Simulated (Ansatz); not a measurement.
Relaxed HfN (rock salt):

```xyz
2
Lattice="0.0000 2.2740 2.2740 2.2740 0.0000 2.2740 2.2740 2.2740 0.0000" Properties=species:S:1:pos:R:3 pbc="T T T"
N      0.0000     0.0000     0.0000
Hf     2.2740     2.2740     2.2740
```

These are PBE (plane waves to 420 eV, PAW, scalar-relativistic; Ansatz, a program for electronic structure) values and carry that method's errors. k mesh 14×14×14 (Γ-centred), Fermi-Dirac smearing 0.05 eV. With partly filled bands, energies and forces of such displacements shift with the k mesh and the smearing. HfN is run without spin polarisation. HfN was relaxed with its symmetry unable to fall. Spin-orbit coupling is left out, though Hf is heavy. The PAW data are Ansatz's earlier set.

One atom of the cell was then moved (with its periodic images), all else fixed, and the forces (eV/Å) came out as:

```json
[
 {"atom": "N1", "Fx": "0.000", "Fy": "0.000", "Fz": "-1.012"},
 {"atom": "Hf2", "Fx": "0.000", "Fy": "0.000", "Fz": "1.012"}
]
```

With two atoms only their relative shift counts; take N1 as fixed.

Which atom was moved, and by which vector (Å)?

Hf2, by (0.00, 0.00, -0.09), 0.09 Å in all.

(A displaced cell: forces are minus the slopes of the energy, force constants its curvatures, and phonons follow from these.)
